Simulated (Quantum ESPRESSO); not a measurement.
Hf5AgMoSc, input and log of a self-consistent run

Computed values, not a measurement. The program is pw.x of Quantum ESPRESSO 7.5 (plane-wave density functional theory). The cell is made up: eight metal atoms on a hexagonal close-packed lattice, with elements, volume, strain and displacements drawn at random and not relaxed, so it may be unstable or far from any real phase. PseudoDojo standard norm-conserving files set the functional (PBE unless stated); there is no spin polarisation or spin-orbit coupling, the Fermi-Dirac width of 0.25 eV means electrons at about 2900 K, and the masses in the input are unused placeholders. Heavy elements are run without spin-orbit coupling, which real alloys of them have. A spin test at this wide smearing found no moment, but such smearing suppresses magnetism that the real alloy may have.

Input:

```
&control calculation='scf', pseudo_dir='./dojo.nc.sr.pbe.v0_5.standard.upf', outdir='./o', disk_io='minimal', tprnfor=.true., tstress=.true. /
&system ibrav=0, nat=8, ntyp=4, nbnd=69, ecutwfc=82.02448710, nosym=.true., tot_charge=0,
 occupations='smearing', smearing='fd', degauss=0.0183746611
/
&electrons conv_thr=1.470e-08, electron_maxstep=70, mixing_beta=0.5 /
ATOMIC_SPECIES
Ag 1.0 Ag.upf
Hf 1.0 Hf.upf
Mo 1.0 Mo.upf
Sc 1.0 Sc.upf
CELL_PARAMETERS angstrom
3.1773 -0.0052 5.2041
3.0864 0.0376 -5.1486
-3.1038 5.4359 -0.0504
ATOMIC_POSITIONS angstrom
Hf 0.0822 -0.045 0.0389
Hf -1.5506 2.7839 -0.0033
Ag 3.0963 1.8374 -2.6075
Hf 1.5484 4.6047 -2.5449
Hf 3.071 -0.0117 0.0714
Hf 1.56 2.7157 0.0051
Mo 3.0814 1.8329 2.6514
Sc 1.5678 4.4675 2.617
K_POINTS automatic
5 5 4 1 1 1
```

The log is shortened where brackets say so; the opening notice, blank lines, dates and the lines on written files are dropped, and the path of the files is cut. It prints rydbergs, bohrs and kilobars, and counts compression as positive stress. Its total energy is the free energy E - TS of the whole cell.

```
     Program PWSCF v.7.5
     Parallel version (MPI & OpenMP), running on       4 processor cores
     Number of MPI processes:                 4
     Threads/MPI process:                     1
     [start-up lines left out]
     bravais-lattice index     =            0
     lattice parameter (alat)  =      11.5224  a.u.
     unit-cell volume          =    1192.7846 (a.u.)^3
     number of atoms/cell      =            8
     number of atomic types    =            4
     number of electrons       =       104.00
     number of Kohn-Sham states=           69
     kinetic-energy cutoff     =      82.0245  Ry
     charge density cutoff     =     328.0979  Ry
     scf convergence threshold =      1.5E-08
     mixing beta               =       0.5000
     number of iterations used =            8  plain     mixing
     Exchange-correlation= PBE
                           (   1   4   3   4   0   0   0)
     [axes and pseudopotential details left out]
   Cartesian axes
     site n.     atom                  positions (alat units)
         1        Hf     tau(   1) = (   0.0134812  -0.0073802   0.0063798  )
         2        Hf     tau(   2) = (  -0.2543064   0.4565739  -0.0005412  )
         3        Ag     tau(   3) = (   0.5078091   0.3013430  -0.4276434  )
         4        Hf     tau(   4) = (   0.2539456   0.7551945  -0.4173767  )
         5        Hf     tau(   5) = (   0.5036598  -0.0019189   0.0117100  )
         6        Hf     tau(   6) = (   0.2558480   0.4453888   0.0008364  )
         7        Mo     tau(   7) = (   0.5053654   0.3006050   0.4348432  )
         8        Sc     tau(   8) = (   0.2571273   0.7326930   0.4292015  )
     number of k points=    50  Fermi-Dirac smearing, width (Ry)=  0.0184
                       cart. coord. in units 2pi/alat
        k(    1) = (   0.1933985   0.2506316  -0.0006619), wk =   0.0400000
        k(    2) = (   0.1919419   0.5302321   0.0005068), wk =   0.0400000
     [further k points left out]
     Dense  grid:   119683 G-vectors     FFT dimensions: (  72,  72,  72)
     Estimated max dynamical RAM per process >     433.84 MB
     Estimated total dynamical RAM >       1.61 GB
     Initial potential from superposition of free atoms
     starting charge     103.9862, renormalised to     104.0000
     Starting wfcs are   80 randomized atomic wfcs
     total cpu time spent up to now is        8.4 secs
     per-process dynamical memory:   346.9 Mb
     Self-consistent Calculation
     iteration #  1     ecut=    82.02 Ry     beta= 0.50
     Davidson diagonalization with overlap
     ethr =  1.00E-02,  avg # of iterations =  2.6
     total cpu time spent up to now is       27.3 secs
     total energy              =   -1110.33631114 Ry
     estimated scf accuracy    <       2.00210501 Ry
     iteration #  2     ecut=    82.02 Ry     beta= 0.50
     Davidson diagonalization with overlap
     ethr =  1.93E-03,  avg # of iterations =  4.4
     total cpu time spent up to now is       51.1 secs
     total energy              =   -1110.19754942 Ry
     estimated scf accuracy    <      16.41031288 Ry
     iteration #  3     ecut=    82.02 Ry     beta= 0.50
     Davidson diagonalization with overlap
     ethr =  1.93E-03,  avg # of iterations =  2.4
     total cpu time spent up to now is       70.2 secs
     total energy              =   -1111.38504614 Ry
     estimated scf accuracy    <       0.73120576 Ry
     iteration #  4     ecut=    82.02 Ry     beta= 0.50
     Davidson diagonalization with overlap
     ethr =  7.03E-04,  avg # of iterations =  2.0
     total cpu time spent up to now is       87.1 secs
     total energy              =   -1111.45502727 Ry
     estimated scf accuracy    <       0.16765643 Ry
     iteration #  5     ecut=    82.02 Ry     beta= 0.50
     Davidson diagonalization with overlap
     ethr =  1.61E-04,  avg # of iterations =  4.2
     total cpu time spent up to now is      105.4 secs
     total energy              =   -1111.47142575 Ry
     estimated scf accuracy    <       0.02542638 Ry
     [iterations 6 to 12 left out]
     iteration # 13     ecut=    82.02 Ry     beta= 0.50
     Davidson diagonalization with overlap
     ethr =  4.86E-09,  avg # of iterations =  2.2
     total cpu time spent up to now is      285.7 secs
     total energy              =   -1111.47968909 Ry
     estimated scf accuracy    <       0.00000157 Ry
     iteration # 14     ecut=    82.02 Ry     beta= 0.50
     Davidson diagonalization with overlap
     ethr =  1.51E-09,  avg # of iterations =  2.0
     total cpu time spent up to now is      308.6 secs
     total energy              =   -1111.47968923 Ry
     estimated scf accuracy    <       0.00000021 Ry
     iteration # 15     ecut=    82.02 Ry     beta= 0.50
     Davidson diagonalization with overlap
     ethr =  1.99E-10,  avg # of iterations =  5.1
     total cpu time spent up to now is      337.2 secs
     total energy              =   -1111.47968925 Ry
     estimated scf accuracy    <       0.00000011 Ry
     iteration # 16     ecut=    82.02 Ry     beta= 0.50
     Davidson diagonalization with overlap
     ethr =  1.04E-10,  avg # of iterations =  2.0
     total cpu time spent up to now is      362.6 secs
     total energy              =   -1111.47968926 Ry
     estimated scf accuracy    <       0.00000012 Ry
     iteration # 17     ecut=    82.02 Ry     beta= 0.50
     Davidson diagonalization with overlap
     ethr =  1.04E-10,  avg # of iterations =  1.0
     total cpu time spent up to now is      386.3 secs
     End of self-consistent calculation
     [lines on levels left out]
!    total energy              =   -1111.47968926 Ry
     estimated scf accuracy    <          6.1E-09 Ry
     smearing contrib. (-TS)   =      -0.15221454 Ry
     internal energy E=F+TS    =   -1111.32747473 Ry
     The total energy is F=E-TS. E is the sum of the following terms:
     one-electron contribution =    -350.14582192 Ry
     hartree contribution      =     210.67229549 Ry
     xc contribution           =    -225.28572726 Ry
     ewald contribution        =    -746.56822104 Ry
     convergence has been achieved in  17 iterations
     Forces acting on atoms (cartesian axes, Ry/au):
     atom    1 type  2   force =    -0.02661962    0.02297878   -0.00295949
     atom    2 type  2   force =    -0.00065082   -0.03248293    0.00220538
     atom    3 type  1   force =    -0.00564025   -0.00347101    0.00784763
     atom    4 type  2   force =     0.01372661    0.00491523    0.00213480
     atom    5 type  2   force =     0.01419322    0.01878863    0.00151343
     atom    6 type  2   force =     0.00482907   -0.00970515   -0.00487422
     atom    7 type  3   force =     0.00456547   -0.01584083   -0.00060345
     atom    8 type  4   force =    -0.00440369    0.01481729   -0.00526409
     Total force =     0.062171     Total SCF correction =     0.000076
     Computing stress (Cartesian axis) and pressure
          total   stress  (Ry/bohr**3)                   (kbar)     P=      -42.57
  -0.00009098  -0.00011044  -0.00003764          -13.38      -16.25       -5.54
  -0.00011044  -0.00036798  -0.00000156          -16.25      -54.13       -0.23
  -0.00003764  -0.00000156  -0.00040922           -5.54       -0.23      -60.20
     init_run     :      7.88s CPU      8.19s WALL (       1 calls)
     electrons    :    371.71s CPU    378.06s WALL (       1 calls)
     forces       :      4.18s CPU      4.22s WALL (       1 calls)
     stress       :     11.63s CPU     11.63s WALL (       1 calls)
     [timing details left out]
     PWSCF        :   6m35.56s CPU   6m42.35s WALL
     JOB DONE.
```

In other units: free energy -15122.452 eV for the cell, pressure -4.26 GPa, largest force component 0.835 eV/Å in size. The run took 404 s of wall time with four MPI processes on a shared machine (Intel Xeon, 2023 or later, virtual cores), so the time is rough. A rerun of this cell at a higher cutoff and on a denser mesh moved values by no more than 0.003 eV in energy, 0.03 GPa in stress and 0.003 eV/Å in force, and a second program with other atomic files agreed on that cell to 2 % rms in force and 0.5 GPa in pressure.